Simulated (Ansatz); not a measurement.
An Ansatz (an electronic-structure program) run. Input:

Ansatz 0.2 input:
```yaml
crystal:
  lattice:
    - [5.4440609482, 0.0, 0.0]
    - [0.0, 8.79486447, 0.0]
    - [-5.3516753543, 0.0, 13.1852311049]
  atoms:
    - { symbol: La, position: [0.0201262283, 0.3110203292, 0.2673246928] }
    - { symbol: La, position: [0.9798737717, 0.8110203292, 0.2326753072] }
    - { symbol: La, position: [0.9798737717, 0.6889796708, 0.7326753072] }
    - { symbol: La, position: [0.0201262283, 0.1889796708, 0.7673246928] }
    - { symbol: La, position: [0.3460417638, 0.1097056257, 0.0891330855] }
    - { symbol: La, position: [0.6539582362, 0.6097056257, 0.4108669145] }
    - { symbol: La, position: [0.6539582362, 0.8902943743, 0.9108669145] }
    - { symbol: La, position: [0.3460417638, 0.3902943743, 0.5891330855] }
    - { symbol: Si, position: [0.7054818817, 0.2569052092, 0.472048469] }
    - { symbol: Si, position: [0.2945181183, 0.7569052092, 0.027951531] }
    - { symbol: Si, position: [0.2945181183, 0.7430947908, 0.527951531] }
    - { symbol: Si, position: [0.7054818817, 0.2430947908, 0.972048469] }
    - { symbol: Si, position: [0.588721292, 0.0093832643, 0.3204483078] }
    - { symbol: Si, position: [0.411278708, 0.5093832643, 0.1795516922] }
    - { symbol: Si, position: [0.411278708, 0.9906167357, 0.6795516922] }
    - { symbol: Si, position: [0.588721292, 0.4906167357, 0.8204483078] }
    - { symbol: O, position: [0.7721175345, 0.2339887868, 0.0922792888] }
    - { symbol: O, position: [0.2278824655, 0.7339887868, 0.4077207112] }
    - { symbol: O, position: [0.2278824655, 0.7660112132, 0.9077207112] }
    - { symbol: O, position: [0.7721175345, 0.2660112132, 0.5922792888] }
    - { symbol: O, position: [0.6684506449, 0.0820309893, 0.4331467167] }
    - { symbol: O, position: [0.3315493551, 0.5820309893, 0.0668532833] }
    - { symbol: O, position: [0.3315493551, 0.9179690107, 0.5668532833] }
    - { symbol: O, position: [0.6684506449, 0.4179690107, 0.9331467167] }
    - { symbol: O, position: [0.9246471407, 0.3470647674, 0.4402425299] }
    - { symbol: O, position: [0.0753528593, 0.8470647674, 0.0597574701] }
    - { symbol: O, position: [0.0753528593, 0.6529352326, 0.5597574701] }
    - { symbol: O, position: [0.9246471407, 0.1529352326, 0.9402425299] }
    - { symbol: O, position: [0.4293922867, 0.3555096222, 0.4208547355] }
    - { symbol: O, position: [0.5706077133, 0.8555096222, 0.0791452645] }
    - { symbol: O, position: [0.5706077133, 0.6444903778, 0.5791452645] }
    - { symbol: O, position: [0.4293922867, 0.1444903778, 0.9208547355] }
    - { symbol: O, position: [0.6656119752, 0.8316819797, 0.3265356654] }
    - { symbol: O, position: [0.3343880248, 0.3316819797, 0.1734643346] }
    - { symbol: O, position: [0.3343880248, 0.1683180203, 0.6734643346] }
    - { symbol: O, position: [0.6656119752, 0.6683180203, 0.8265356654] }
    - { symbol: O, position: [0.7538499496, 0.0855754836, 0.2583039156] }
    - { symbol: O, position: [0.2461500504, 0.5855754836, 0.2416960844] }
    - { symbol: O, position: [0.2461500504, 0.9144245164, 0.7416960844] }
    - { symbol: O, position: [0.7538499496, 0.4144245164, 0.7583039156] }
    - { symbol: O, position: [0.2738282994, 0.0349544666, 0.2537325961] }
    - { symbol: O, position: [0.7261717006, 0.5349544666, 0.2462674039] }
    - { symbol: O, position: [0.7261717006, 0.9650455334, 0.7462674039] }
    - { symbol: O, position: [0.2738282994, 0.4650455334, 0.7537325961] }
kpoints:
  mp_grid: { grid: [6, 3, 2] }
hamiltonian:
  xc: r2scan
  pseudopotentials: { azcp: { folder: ./paw }, kind: paw }
scf:
  occupations: { method: fixed }
checkpoint: { read: static.run }
output: { bader: true, populations: true }
```

Output (shortened):

```
La: projections on atomic orbitals take those of the free atom [Kr 4d10] 4f0 5s2 5p6 5d1 6s2, of charge +0.00 (hamiltonian.pseudopotentials.projection_atoms) …
Pseudopotentials: kind: paw
Pseudopotential: La, paw, valence charge 11
Pseudopotential: Si, paw, valence charge 4
Pseudopotential: O, paw, valence charge 6
Functional definition: r2SCAN
Crystal: 44 atoms, lattice volume = 631.306 Å³
Basis set: ecut = 500 eV, 15997 PW (Γ), exchange–correlation on 160×288×432 points (64 copies of the dense FFT grid, shifted against one another)
Bands: 188, of which v1, the nominal top of the filled ones, is band 144 counted from 1 (143 counted from 0)
Symmetry: 4 space group operations
Space group: P21/c (ITA 14), of the structure as read, at distance tolerance 8.6e-5 Å
k-points: 16 of 36
PAW frozen core: La, regenerated for the run's functional
PAW frozen core: Si, regenerated for the run's functional
PAW frozen core: O, regenerated for the run's functional
Initial density: read from a saved state, or passed on in memory by an earlier SCF of this step, an earlier step, the calling program or the single point that …
Stability of the state it starts from, as read at its close in the unpolarized treatment …
Initial wavefunctions: pseudopotential atomic-orbital guess
Eigensolver: davidson
Functional: x = r2scan, c = r2scan; τ floored in thin density (d = 2e-4 eV/Å³)
all-band conjugate gradients solve this SCF's bands
SCF 1 converged in 3 iterations: F = -71232.430440 eV  dr2 = 3.20e-9
SCF converged after 3 iterations
Free energy (F): -71232.430440 eV
Harris-Foulkes:  -71232.430440 eV  (|F-HF|=2.26e-9)
Internal energy: -71232.430440 eV  (E = F + TS)
E sigma→0 (E₀):  -71232.430440 eV
Fermi energy:    5.875016 eV
--- Per-component energies (eV) ---
  E_band       = -837.973593
  E_kinetic    = 6666.739139
  E_local      = -14665.598928  (includes V_loc(G=0)·N_el)
  E_nonlocal   = 2304.274537
  E_hartree    = 5522.277352
  E_xc         = -3528.863820
  E_vxc        = -4592.427304  (∫ρ·V_xc dr)
  E_paw        = -52280.679754  (= ΣΔE_a)
  E_vpaw       = -1869.170178  (= ΣTr[D̂ρ^β])
  E_aug_tail   = 0.007759  (compensation charges beyond the density's cutoff)
  E_vtau       = 273.653041  (kinetic-family band-sum trace: ∫τ·v_τ [+ j·A + Jᵃ·Aᵃ] dr)
  E_ewald      = -15249.626692
  E_core_change = -0.960032  (= ΣΔE_core)
  E_smearing   =  0.000000  (= −TS)
  E_closure    =  0.000000  (closes the sum)
  Σ components = -71232.430440   (vs F -71232.430440, Δ=0.00e0)
--- Band table (eV; the first three rows and the last of 16) ---
  k-point 0: bands = ["-24.6892", "-24.6788", "-24.6553", "-24.6530", "-24.5506", "-24.5331", "-24.5040", "-24.4995", "-13.7688", "-13.7379", "-13.7104", "-13.7001", "-13.0333", "-13.0028", "-12.9775", "-12.9718", "-12.4025", "-12.3778", "-12.2969", …
  k-point 1: bands = ["-24.6843", "-24.6843", "-24.6541", "-24.6541", "-24.5422", "-24.5422", "-24.5012", "-24.5012", "-13.7413", "-13.7413", "-13.7168", "-13.7168", "-13.0133", "-13.0133", "-12.9886", "-12.9886", "-12.3522", "-12.3522", "-12.2977", …
  k-point 2: bands = ["-24.6815", "-24.6725", "-24.6648", "-24.6596", "-24.5454", "-24.5368", "-24.5026", "-24.5004", "-13.7921", "-13.7817", "-13.7198", "-13.7198", "-12.9470", "-12.9367", "-12.8686", "-12.8682", "-12.4647", "-12.4588", "-12.3848", …
  k-point 15: bands = ["-24.6658", "-24.6658", "-24.6565", "-24.6565", "-24.5299", "-24.5299", "-24.5239", "-24.5239", "-13.7789", "-13.7789", "-13.7489", "-13.7489", "-12.8730", "-12.8730", "-12.8305", "-12.8305", "-12.4907", "-12.4907", "-12.4139", …
  band table: 188 of 188 bands, residual norms ≤ 1.0e-3 eV
--- Löwdin populations: 44 sites ---
  site symbol       q [e]
     0     La      9.7560
     1     La      9.7560
     2     La      9.7560
     3     La      9.7560
     4     La      9.8636
     5     La      9.8636
     6     La      9.8636
     7     La      9.8636
     8     Si      2.3569
     9     Si      2.3569
    10     Si      2.3569
    11     Si      2.3569
    12     Si      2.3498
    13     Si      2.3498
    14     Si      2.3498
    15     Si      2.3498
    16      O      6.7271
    17      O      6.7271
    18      O      6.7271
    19      O      6.7271
    20      O      6.7830
    21      O      6.7830
    22      O      6.7830
    23      O      6.7830
    24      O      6.7397
    25      O      6.7397
    26      O      6.7397
    27      O      6.7397
    28      O      6.7195
    29      O      6.7195
    30      O      6.7195
    31      O      6.7195
    32      O      6.6916
    33      O      6.6916
    34      O      6.6916
    35      O      6.6916
    36      O      6.7186
    37      O      6.7186
    38      O      6.7186
    39      O      6.7186
    40      O      6.7316
    41      O      6.7316
    42      O      6.7316
    43      O      6.7316
  spilling = 0.007814 (of n_electrons = 288.000000)
--- Bader charges: 44 sites ---
  site symbol  charge [e]  shift [e]
     0     La      2.2958     0.0000
     1     La      2.2958     0.0000
     2     La      2.2958     0.0000
     3     La      2.2958     0.0000
     4     La      2.2251     0.0001
     5     La      2.2251     0.0001
     6     La      2.2251     0.0001
     7     La      2.2251     0.0001
     8     Si      3.3106     0.0107
     9     Si      3.3106     0.0107
    10     Si      3.3106     0.0107
    11     Si      3.3107     0.0107
    12     Si      3.3163     0.0108
    13     Si      3.3163     0.0108
    14     Si      3.3162     0.0108
    15     Si      3.3163     0.0108
    16      O     -1.5731     0.0026
    17      O     -1.5731     0.0026
    18      O     -1.5731     0.0026
    19      O     -1.5731     0.0026
    20      O     -1.6991     0.0053
    21      O     -1.6991     0.0053
    22      O     -1.6991     0.0053
    23      O     -1.6991     0.0053
    24      O     -1.5872     0.0028
    25      O     -1.5872     0.0028
    26      O     -1.5872     0.0028
    27      O     -1.5872     0.0028
    28      O     -1.5752     0.0027
    29      O     -1.5752     0.0027
    30      O     -1.5752     0.0027
    31      O     -1.5752     0.0027
    32      O     -1.5642     0.0024
    33      O     -1.5642     0.0024
    34      O     -1.5641     0.0024
    35      O     -1.5641     0.0024
    36      O     -1.5711     0.0029
    37      O     -1.5711     0.0029
    38      O     -1.5711     0.0029
    39      O     -1.5711     0.0029
    40      O     -1.5779     0.0028
    41      O     -1.5779     0.0028
    42      O     -1.5779     0.0028
    43      O     -1.5779     0.0028
  shift: an alarm, by how much a part of what the PAW files miss would move the charge. Where it is large, compare
  with a run on PAW files of another source; a small one proves nothing
  estimated error of the sums over rays = 5.0e-4 e
```

Cost: about 15 core-minutes (a rough figure) on shared cores.

Space group P2_1/c. The workflow started from an entry of the Crystallography Open Database (COD, 300 K), which files this formula under 3 space groups. Whether it is the stable phase at ambient conditions was not checked. Symmetry was held in the r²SCAN relaxation; its stability against distortions is not shown here. Spin–orbit coupling is left out wherever it is not named.

Potentials: the earlier of the program's two PAW sets.

Ansatz is a plane-wave DFT program.
